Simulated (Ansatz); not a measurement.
PbS (rock salt)

```yaml
crystal:
  lattice:
    - [0.00000, 3.00452, 3.00452]
    - [3.00452, 0.00000, 3.00452]
    - [3.00452, 3.00452, 0.00000]
  atoms:
    - { symbol: S, position: [0.00000, 0.00000, 0.00000] }
    - { symbol: Pb, position: [0.50000, 0.50000, 0.50000] }
```

This relaxed cell (volume V₀) is scaled evenly in all directions, its shape held. Symmetry pins the atoms to their sites.

Level of theory: PBE (plane waves to 420 eV, PAW, scalar-relativistic; Ansatz, a quantum-chemistry and plane-wave program). k mesh 10×10×10 (Γ-centred), Fermi-Dirac smearing 0.05 eV. The energy includes the smearing's −TS. Stress and pressure are positive under compression. PbS was relaxed with its symmetry unable to fall. Spin-orbit coupling is left out, though Pb is heavy. The PAW data are Ansatz's earlier set. ΔE is measured from the relaxed starting cell.

```json
[
 {"V (Å³/atom)": "25.495", "ΔE (meV/atom)": "17.9"},
 {"V (Å³/atom)": "25.902", "ΔE (meV/atom)": "9.8"},
 {"V (Å³/atom)": "26.309", "ΔE (meV/atom)": "4.2"},
 {"V (Å³/atom)": "26.715", "ΔE (meV/atom)": "1.0"},
 {"V (Å³/atom)": "27.122", "ΔE (meV/atom)": "0.0"},
 {"V (Å³/atom)": "27.529", "ΔE (meV/atom)": "1.0"},
 {"V (Å³/atom)": "27.936", "ΔE (meV/atom)": "withheld"},
 {"V (Å³/atom)": "28.343", "ΔE (meV/atom)": "8.4"},
 {"V (Å³/atom)": "28.750", "ΔE (meV/atom)": "14.5"}
]
```

**Question.** Fit a third-order Birch-Murnaghan form (E₀, V₀, B₀, B₀′ free) to the given rows and predict ΔE at V = 27.936.

**Answer.** Least squares on the 8 given rows: ΔE = E₀ + (9V₀B₀/16)·y²·[2 + (B₀′ − 4)y], y = (V₀/V)^(2/3) − 1, with V₀ = 27.119 Å³/atom, B₀ = 52.72 GPa (160.2 GPa = 1 eV/Å³; the term in eV is multiplied by 1000), B₀′ = 4.50, E₀ = 0.00 meV/atom; root-mean-square residual 0.01 meV/atom. At 27.936 the fit gives 3.8 meV/atom; the calculation gives 3.8 meV/atom, the same to the digits shown. For the pressure the fit gives -1.46 GPa against the computed -1.46 GPa.

(A scan under strain: stresses follow from slopes of the energy per volume, elastic moduli from its curvatures.)
